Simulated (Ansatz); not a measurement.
Total density of states per atom from plane-wave PAW r²SCAN (Ansatz code), in 0.25 eV bins, energy from the valence-band maximum:

(E (eV), states/eV/atom): (-7.89, 0.14); (-7.64, 0.08); (-7.39, 0.23); (-7.14, 0.24); (-6.89, 0.18); (-6.64, 0.23); (-6.39, 0.24); (-6.14, 0.27); (-5.89, 0.38); (-5.64, 0.35); (-5.39, 0.37); (-5.14, 0.47); (-4.89, 0.20); (-4.64, 0.37); (-4.39, 0.53); (-4.14, 0.55); (-3.89, 0.28); (-3.64, 0.14); (-3.39, 0.45); (-3.14, 0.55); (-2.89, 0.32); (-2.64, 0.85); (-2.39, 0.93); (-2.14, 1.00); (-1.89, 1.11); (-1.64, 1.64); (-1.39, 1.14); (-1.14, 0.60); (-0.89, 0.43); (-0.64, 1.13); (-0.39, 0.74); (-0.14, 0.09); (0.11, 0.00); (0.36, 0.02); (0.61, 0.73); (0.86, 0.28); (1.11, 0.15); (1.36, 0.61); (1.61, 0.46); (1.86, 0.50); (2.11, 0.59); (2.36, 0.57); (2.61, 0.52); (2.86, 0.59); (3.11, 0.44); (3.36, 0.59); (3.61, 0.57); (3.86, 0.48); (4.11, 0.48); (4.36, 0.51); (4.61, 0.45); (4.86, 0.54); (5.11, 0.46)

**Question.** Which compound is it?
A) CdIn2Te4, I-4 (Cd on 2a, In on 2b, In on 2d, Te on 8g)
B) InP, P6_3mc (In on 2b, P on 2b, In on 2a, P on 2a)
C) In3Ru, P4_2/mnm (In on 8j, In on 4c, Ru on 4f)
D) LiCa2CuN2, P4_2/mnm (Li on 2a, Ca on 4d, Cu on 2b, N on 4f)

**Answer.** C, In3Ru, P4_2/mnm (In on 8j, In on 4c, Ru on 4f). Top 1 eV of the valence band: Ru 4d 50 %, In 5p 42 %, In 5s 6 %. Bottom 1 eV of the conduction band: In 5p 48 %, Ru 4d 42 %, In 5s 7 %. Projections are on Löwdin-orthogonalised atomic valence shells; empty p or d shells of many metals are not among them.

The first step of the workflow began from a Materials Project structure, measured or hypothetical; the Crystallography Open Database copy checked does not list it. Whether it is the stable phase at ambient conditions was not checked. The cell was relaxed with r²SCAN under the symmetry of its start; its stability against distortions is not shown here. The run is not spin-polarised. Spin–orbit coupling is left out wherever it is not named.

Potentials: the later of the program's two PAW sets.
